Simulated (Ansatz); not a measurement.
TiC in space group Pm-3m (No. 221; Ti on 3c, C on 3d) at seven volumes, the program Ansatz at the r²SCAN level (PAW), scaled uniformly. One row is withheld.

```json
[
 {"V (Å³/atom)": "11.633", "P (GPa)": "20.12"},
 {"V (Å³/atom)": "12.017", "P (GPa)": "12.44"},
 {"V (Å³/atom)": "12.400", "P (GPa)": "5.77"},
 {"V (Å³/atom)": "12.784", "P (GPa)": "0.00"},
 {"V (Å³/atom)": "13.167", "P (GPa)": "?"},
 {"V (Å³/atom)": "13.551", "P (GPa)": "-9.29"},
 {"V (Å³/atom)": "13.934", "P (GPa)": "-13.00"}
]
```

### Question
Fit the shown pressures and predict the withheld one.

### Answer
Third-order Birch–Murnaghan: P = (3/2)B₀(x^(7/2) − x^(5/2))[1 + (3/4)(B′ − 4)(x − 1)] with x = (V₀/V)^(2/3). Least squares on the six rows gives V₀ = 12.785 Å³/atom, B₀ = 178.1 GPa, B′ = 3.81. At V = 13.167, x = 0.9806 and P = -4.96 GPa. The run itself gave -4.99 GPa.

The start of the workflow was typed in or built on a structure type; neither database checked (COD, Materials Project) lists it. It is not the phase usual at ambient conditions (space group No. 225). Symmetry was held in the r²SCAN relaxation; its stability against distortions is not shown here. No spin polarisation was allowed. Its formation energy is positive at this level, so the cell may be metastable or incomplete.

Potentials: the earlier of the program's two PAW sets. The files were generated under PBE; for other functionals the program regenerates the frozen cores, and for LDA and PBEsol the local potential too.
